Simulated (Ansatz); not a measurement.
Re (diamond): energy against volume

The calculation used DFT, BLYP, plane waves (420 eV) with PAW, scalar-relativistic (Ansatz). (PAW data from PBE, frozen cores regenerated.)

The cell is scaled uniformly from the relaxed one, with fractional coordinates and shape fixed. Energies are extrapolated to zero smearing, pressures are those at the given smearing. Magnetic state: spin not included.

A Birch-Murnaghan fit gives V₀ = 23.43 Å³/atom, B₀ = 161 GPa, B₀′ = 4.3.

Q: What are the energy above the minimum and the pressure at 22.513 Å³/atom?

A: 19.2 meV/atom and 7.10 GPa as computed.

Q: What are the energy above the minimum and the pressure at 24.389 Å³/atom?

A: 18.5 meV/atom and -5.83 GPa as computed.

Q: What are the energy above the minimum and the pressure at 26.265 Å³/atom?

A: 141.2 meV/atom and -14.25 GPa as computed.
